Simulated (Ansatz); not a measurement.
This cell of InAs (zinc blende) is off equilibrium:

```yaml
crystal:
  lattice:
    - [0.00000, 2.98004, 2.92043]
    - [2.98004, 0.00000, 2.92043]
    - [2.98004, 2.98004, 0.00000]
  atoms:
    - { symbol: As, position: [0.75000, 0.75000, 0.75000] }
    - { symbol: In, position: [0.00000, 0.00000, 0.00000] }
```

These are PBEsol (plane waves to 420 eV, PAW, scalar-relativistic; Ansatz, a first-principles code) values and carry that method's errors. k mesh 9×9×9 (Γ-centred), Fermi-Dirac smearing 0.05 eV. The energy includes the smearing's −TS. Compression counts positive. With partly filled bands, the response to shear is sensitive to the k mesh, so small differences along c/a are uncertain. At this level the bands of InAs touch or barely overlap; measurements give the solid a gap. InAs was relaxed with its symmetry unable to fall.

### Question
What is the stress tensor (GPa)?

### Answer
```
    5.5      0.0      0.0
    0.0      5.5      0.0
    0.0      0.0      6.0
```
The pressure, a third of the trace, is 5.7 GPa.

### Question
It is the relaxed cell deformed to V/V₀ = 0.920, (c/a)/(c/a)₀ = 0.980, c along z, fractional positions held. What is its energy relative to the relaxed cell?

### Answer
38 meV/atom.

(A scan under strain: stresses follow from slopes of the energy per volume, elastic moduli from its curvatures.)
